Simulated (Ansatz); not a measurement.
The relaxed structure here is a generated cell of V3Si: the first start was made by a random draw of sites in a space group, and the end was not matched to a known phase here, so it may be hypothetical. Known forms of V3Si include space group No. 223.

A relaxed structure of V₃Si. Computed with PBE (plane waves to 420 eV, PAW, scalar-relativistic; Ansatz, an electronic-structure program).

```cif
data_SiV3
_chemical_formula_sum 'Si1 V3'
_space_group_name_H-M_alt 'P 1'
_space_group_IT_number 1
_cell_length_a 3.12342
_cell_length_b 3.12342
_cell_length_c 5.41112
_cell_angle_alpha 90.000
_cell_angle_beta 90.000
_cell_angle_gamma 90.000
loop_
_space_group_symop_operation_xyz
  'x, y, z'
loop_
_atom_site_label
_atom_site_type_symbol
_atom_site_fract_x
_atom_site_fract_y
_atom_site_fract_z
_atom_site_occupancy
Si1 Si 0.00000 0.00000 0.50000 1
V1 V 0.00000 0.00000 0.00000 1
V2 V 0.50000 0.50000 0.74163 1
V3 V 0.50000 0.50000 0.25837 1
```

Find the space group and the Wyckoff positions (tolerance 0.01 Å).

Space group P4/mmm (No. 123); a = b = 3.1234 Å, c = 5.4111 Å, α = β = γ = 90.00°

| atom | site | symmetry | x | y | z |
|---|---|---|---|---|---|
| Si | 1b | 4/mmm | 0.0000 | 0.0000 | 0.5000 |
| V | 1a | 4/mmm | 0.0000 | 0.0000 | 0.0000 |
| V | 2h | 4mm | 0.5000 | 0.5000 | 0.2584 |

Give the shortest distances between elements (the closest pairs, up to four, under 3.6 Å).

Si–V 2.57 Å; V–V 2.61 Å; Si–Si 3.12 Å.

```yaml
volume_per_atom: 13.20 Å³
band_gap: no gap (metallic)
magnetic_moment: zero (the starting moments vanished)
```

No spin polarisation in the result: the starting moments vanished. The relaxed primitive cell holds an odd number of electrons. A magnetic state may lie lower.

The run could not lose the symmetry of its start; a randomly shaken copy of 8 atoms returns to this structure.
